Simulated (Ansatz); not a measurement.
**WSe: which magnetic state is lowest?**

All numbers below come from Ansatz 0.2.0, DFT PBE+U, scalar-relativistic, plane waves, PAW.

```
CELL_PARAMETERS angstrom
3.54867 0.00000 0.00000
0.00000 3.54867 0.00000
0.00000 0.00000 3.54867
ATOMIC_POSITIONS crystal
W 0.00000 0.00000 0.00000
Se 0.50000 0.50000 0.50000
```

* plane-wave cutoff: 420 eV
* Γ-centred k-mesh: 12×12×12
* occupation rule: Gaussian smearing, 0.1 eV
* U_eff on Löwdin-orthogonalised atomic d orbitals: W 6.2 eV
* list of starting moments (μB, in atom order): 1 0
* check for lower electronic states after the SCF: on

Each order was relaxed in cell and atoms. A propagation vector, in units of the reciprocal vectors, doubles the cell, which takes an equally dense mesh. Spin–orbit coupling is left out, which for heavy magnetic ions can matter as much as these differences. Site moments are spin moments in atom-centred spheres that scale with the neighbour distance. The states are those that the runs reached from these starts; a lower one can exist.

Question: Starts tried: no spin; ferromagnetic; antiferromagnetic, doubled cell, propagation vector (0, 1/2, 1/2). Which state comes out lowest, and what are the moments?

Answer: The lowest state is antiferromagnetic, reached from the start “antiferromagnetic, doubled cell, propagation vector (0, 1/2, 1/2)”, with site moments (μB) W +3.37, W -3.37.

```csv
start,ends,energy above lowest (meV/atom),site moments (μB),gap on mesh (eV),volume (Å³/atom)
no spin,non-magnetic,752,none over 0.05,0.37,19.47
ferromagnetic,ferromagnetic,14.8,"W +3.56, Se -0.45",metal,22.34
"antiferromagnetic, doubled cell, propagation vector (0, 1/2, 1/2)",antiferromagnetic,0.00,"W +3.37, W -3.37",metal,21.33
```

Cost: 3 runs of about 4.5 core-minutes in all, on Intel Xeon Processor @ 2.70GHz (shared hosts).